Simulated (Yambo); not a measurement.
BSE-type run in Yambo on BaPdS₂ (space group Cmcm, No. 63), at zero momentum.

Quantum ESPRESSO step (PBEsol, PseudoDojo standard norm-conserving files, scalar-relativistic):
```
&CONTROL
  calculation = 'nscf'
  pseudo_dir = './pseudo'
  outdir = './out'
/
&SYSTEM
  ibrav = 0
  nat = 8
  ntyp = 3
  ecutwfc = 82.0
  ecutrho = 328.0
  occupations = 'fixed'
  force_symmorphic = .true.
  nbnd = 121
/
&ELECTRONS
  conv_thr = 8e-09
  diago_full_acc = .true.
  diago_thr_init = 1e-08
/
ATOMIC_SPECIES
S 32.0600 S.upf
Pd 106.4200 Pd.upf
Ba 137.3270 Ba.upf
CELL_PARAMETERS angstrom
  3.417095000000  -5.397725000000   0.000000000000
  3.417095000000   5.397725000000   0.000000000000
  0.000000000000   0.000000000000   5.659010000000
ATOMIC_POSITIONS crystal
S   0.141160000000   0.329800000000   0.750000000000
S   0.858840000000   0.670200000000   0.250000000000
S   0.329800000000   0.141160000000   0.250000000000
S   0.670200000000   0.858840000000   0.750000000000
Pd   0.000000000000   0.000000000000   0.500000000000
Pd   0.000000000000   0.000000000000   0.000000000000
Ba   0.651450000000   0.348550000000   0.750000000000
Ba   0.348550000000   0.651450000000   0.250000000000
K_POINTS automatic
4 4 4 0 0 0
```

Yambo input:
```
rim_cut
optics
bse
bss
dipoles
em1s
RandQpts= 1000000
RandGvec= 1 Ry
FFTGvecs= 40 Ry
Chimod= "HARTREE"
BSKmod= "SEX"
BSEmod= "resonant"
BSSmod= "hs"
BSENGexx= 15 Ry
BSENGBlk= 3 Ry
% KfnQP_E
 0.542 | 1.0 | 1.0 |
%
% BSEQptR
 1 | 1 |
%
% BSEBands
 25 | 48 |
%
% BEnRange
 0.0 | 6.1 | eV
%
% BDmRange
 0.15 | 0.15 | eV
%
BEnSteps= 122
% BLongDir
 0.0 | 0.0 | 1.0 |
%
BSHayTrs= -0.02
BSSNEig= 24
WRbsWF
% BndsRnXs
 9 | 117 |
%
NGsBlkXs= 3 Ry
% LongDrXs
 1.0 | 1.0 | 1.0 |
%
```

From the report:

The dimension is k points × valence × conduction bands = 64 × 16 × 8 = 8192.
```
  [SLEPC] Approach                          : Krylov-Schur
  [SLEPC] Number of requested eigenvalues   :  24
  [SLEPC] Number of eigenvalues        [NEV]:  24
   [K] Dimension                                    :   8192
   [K] Bands                                        :   25   48
   [K] Exchange res                                 : yes
   [K] Correlation res                              : yes
   [K] W interaction is bare                        : no
   [K] RL vectors exchange                          :  1395
   [K] RL vectors correlation                       :  137
   [W] Matrix size                                  :  137
   [W] Bands                                        :    9  117
   [W] Coulomb Cutoff                               : none
   [W] Hxc Kernel                                   : HARTREE
```

Spin-orbit coupling is not included.

Geometry of the Materials Project entry, not relaxed at this level.

The structure is a Materials Project entry; no match was found in the copy of COD used, and its stability was not checked.
